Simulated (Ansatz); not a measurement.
Cu Kα1 powder pattern (kinematic, no thermal factors).
```tsv
2θ (°)	relative intensity
18.05	3
27.22	28
36.23	5
36.58	33
37.41	63
40.76	100
45.90	33
46.19	4
52.43	10
60.07	18
65.17	21
65.94	9
66.61	1
68.68	16
71.99	8
77.11	20
77.62	7
77.74	2
78.25	10
79.78	12
83.35	6
83.55	5
88.30	2
88.91	3
89.83	1
```

The pattern is computed from a structure relaxed with Ansatz, DFT PBE, scalar-relativistic, plane waves, PAW. No spin polarisation. Its elements are N, Si, Zn.

Task: Give the structure.

Result: ZnSi2N2.
Space group P-3m1 (No. 164). a = 2.861 Å, b = 2.861 Å, c = 9.819 Å, α = 90.00°, β = 90.00°, γ = 120.00°
```csv
atom,site,symmetry,x,y,z
Zn,1a,-3m.,0.0000,0.0000,0.0000
Si,2d,3m.,0.3333,0.6667,0.7612
N,2d,3m.,0.3333,0.6667,0.3005
```

A pattern alone doesn't exclude other cells with like lines; this is the one computed.

The cell was found from a structure generator's guess, not taken from experiment. No dispersion correction is applied, so the spacing between layers, chains or molecules is poorly fixed.
